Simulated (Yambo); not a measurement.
```
CaHBr
1.0
    3.82229     0.00000     0.00000
    0.00000     3.82229     0.00000
    0.00000     0.00000     7.77367
H Ca Br
2 2 2
Direct
  0.50000   0.50000   0.00000
  0.00000   0.00000   0.00000
  0.00000   0.50000   0.16350
  0.50000   0.00000   0.83650
  0.00000   0.50000   0.66872
  0.50000   0.00000   0.33128
```

Response from Yambo on PBEsol (Quantum ESPRESSO, PseudoDojo norm-conserving, 72 Ry, with spin-orbit coupling) bands: 4×4×2 mesh, 178 bands, 3 Ry local-field block, 0.2 eV broadening.

Question: Give the static electronic dielectric constant without and with local fields along each axis.

Answer: 
```json
[
 {"field along": "x", "ε(0), independent particles": "4.60", "ε(0), RPA with local fields": "4.10", "refractive index √ε": "2.02"},
 {"field along": "z", "ε(0), independent particles": "4.57", "ε(0), RPA with local fields": "4.00", "refractive index √ε": "2.00"}
]
```
Electronic (clamped-ion) response only. PBEsol gaps are usually too small, which raises these values. Convergence of the RPA response with its 4×4×2 mesh was not tested. x, y and z are Cartesian axes of the cell as given.

Geometry relaxed with PBE+D3(BJ).
